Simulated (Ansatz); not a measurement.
Relaxed-ion elastic tensor of ZnCd3S4 in space group P-43m (No. 215; Zn on 1a, Cd on 3c, S on 4e) in GPa (Voigt order), the program Ansatz at the PBEsol level (PAW); density 4.75 g/cm³, 23.21 Å³ per atom.

|  | 1 | 2 | 3 | 4 | 5 | 6 |
|---|---|---|---|---|---|---|
| 1 | 81.2 | 57.3 | 57.3 | 0.0 | 0.0 | 0.0 |
| 2 | 57.3 | 81.2 | 57.3 | 0.0 | 0.0 | 0.0 |
| 3 | 57.3 | 57.3 | 81.2 | 0.0 | 0.0 | 0.0 |
| 4 | 0.0 | 0.0 | 0.0 | 30.1 | 0.0 | 0.0 |
| 5 | 0.0 | 0.0 | 0.0 | 0.0 | 30.1 | 0.0 |
| 6 | 0.0 | 0.0 | 0.0 | 0.0 | 0.0 | 30.1 |

Question: Is the crystal mechanically stable?

Answer: Yes: the smallest eigenvalue of C is 23.9 GPa.

Question: Work out the Voigt, Reuss and Hill averages.

Answer: K_V = 65.3, K_R = 65.3, K_H = 65.3; G_V = 22.8, G_R = 18.7, G_H = 20.8 GPa.

Question: Give Young's modulus, Poisson's ratio, Pugh's ratio and the universal anisotropy index.

Answer: E = 9KG/(3K + G) = 56.3 GPa; ν = 0.36; K/G = 3.14 (ductile by the Pugh limit of 1.75); A_U = 5G_V/G_R + K_V/K_R − 6 = 1.10.

Question: Estimate the sound speeds and the Debye temperature.

Answer: v_l = √((K + 4G/3)/ρ) = 4420 m/s, v_t = √(G/ρ) = 2090 m/s, mean 2350 m/s; Θ = (h/k)(3n/4πV)^(1/3) v_m = 246 K.

Question: Give the Zener ratio and Young's modulus along [100], [110] and [111].

Answer: A = 2C44/(C11 − C12) = 2.52; 1/E = S11 − 2(S11 − S12 − S44/2)Γ with Γ = 0, 1/4, 1/3 gives 33.8, 58.8, 78.2 GPa.

Question: Solve the Christoffel equation for the three sound speeds along [100], [110], [111].

Answer: Eigenvalues of C_ijkl n_j n_l equal ρv² (piezoelectric stiffening left out). In km/s, slowest first: [100] 2.52, 2.52, 4.14; [110] 1.59, 2.52, 4.57; [111] 1.95, 1.95, 4.71.

The workflow started from a Materials Project entry (that database holds measured and hypothetical structures alike); the Crystallography Open Database copy checked does not list it. With Zn and Cd taken as one species the cell has the higher symmetry F-43m, so it may be an ordered model of a mixed-site phase. Whether it is the stable phase at ambient conditions was not checked. The PBEsol relaxation kept the symmetry of its start; of distortions, only those at the zone centre were tested.

Potentials: the later of the program's two PAW sets.
